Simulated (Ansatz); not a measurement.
AlNi:
```cif
data_AlNi
_chemical_formula_sum 'Ni1 Al1'
_space_group_name_H-M_alt 'P 1'
_space_group_IT_number 1
_cell_length_a 2.86353
_cell_length_b 2.86353
_cell_length_c 2.86353
_cell_angle_alpha 90.000
_cell_angle_beta 90.000
_cell_angle_gamma 90.000
loop_
_space_group_symop_operation_xyz
  'x, y, z'
loop_
_atom_site_label
_atom_site_type_symbol
_atom_site_fract_x
_atom_site_fract_y
_atom_site_fract_z
_atom_site_occupancy
Ni1 Ni 0.00000 0.00000 0.00000 1
Al1 Al 0.50000 0.50000 0.50000 1
```

Relaxed with r²SCAN.

Q: Tabulate the valence density and the electron localisation function along the shortest Al–Al contact (2.86 Å), plane-wave PAW r²SCAN (Ansatz code).

A: 

```tsv
distance from Al (Å)	density (e/Å³)	ELF
0.29	0.06	-0.01
0.43	0.08	0.03
0.57	0.12	0.06
0.72	0.17	0.20
0.86	0.21	0.37
1.00	0.23	0.47
1.15	0.23	0.51
1.29	0.23	0.52
1.43	0.22	0.52
1.57	0.23	0.52
1.72	0.23	0.51
1.86	0.23	0.47
2.00	0.21	0.37
2.15	0.17	0.20
2.29	0.12	0.06
2.43	0.08	0.03
2.58	0.06	-0.01
```

The density is the valence pseudo-density with augmentation charge, so density and ELF within about 1 Å of a nucleus are not all-electron values.

Space group Pm-3m (CsCl type). Symmetry was held in the r²SCAN relaxation. The workflow began spin-polarised and lost its moments.

Potentials: the earlier of the program's two PAW sets.
